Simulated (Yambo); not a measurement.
**How GW settings move the gap: PdZnF₆**

G0W0@PBEsol for PdZnF₆ (space group R-3, No. 148) in Yambo. Reference settings: 4×4×4 Γ-centred k mesh, bands 9 to 161 and a 7 Ry block in the screening, 161 bands in G with the Bruneval-Gonze terminator, plasmon pole fitted at 27.2 eV. The PBEsol gap F → F on this mesh is 1.63 eV; G0W0 gaps are taken between the same points.

```json
[
 {"change from the reference": "reference settings", "G0W0 gap F → F (eV)": "3.99", "shift of the valence edge (eV)": "-1.11"},
 {"change from the reference": "112 bands in G", "G0W0 gap F → F (eV)": "4.00", "shift of the valence edge (eV)": "-1.11"},
 {"change from the reference": "3 Ry block", "G0W0 gap F → F (eV)": "4.30", "shift of the valence edge (eV)": "-1.44"},
 {"change from the reference": "2×2×2 mesh", "G0W0 gap F → F (eV)": "3.97", "shift of the valence edge (eV)": "-1.05"}
]
```

The reference isn't shown to be the converged limit.

Spin-orbit splittings are left out.

Geometry of the Materials Project entry, not relaxed at this level; primitive cell a = 5.374 Å, b = 5.374 Å, c = 5.374 Å, α = 54.69°, β = 54.69°, γ = 54.69°.

A shift is the quasiparticle energy of the state minus its PBEsol energy.
